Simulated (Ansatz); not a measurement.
# Bi (diamond): energy against volume

Theory: DFT, LDA (PW92), plane waves (420 eV) with PAW, scalar-relativistic (Ansatz). (PAW data from PBE, frozen cores regenerated.)

The cell is scaled uniformly from the relaxed one, with fractional coordinates and shape fixed. Energies are extrapolated to zero smearing, pressures are those at the given smearing. Magnetic state: spin not included.

A Birch-Murnaghan fit gives V₀ = 44.83 Å³/atom, B₀ = 35 GPa, B₀′ = 4.4.

(1) What are the energy above the minimum and the pressure at 41.315 Å³/atom?

(2) What are the energy above the minimum and the pressure at 43.111 Å³/atom?

(3) What are the energy above the minimum and the pressure at 50.296 Å³/atom?

Results:

(1) 35.0 meV/atom and 3.38 GPa as computed.

(2) 7.7 meV/atom and 1.46 GPa as computed.

(3) 59.5 meV/atom and -3.15 GPa as computed.
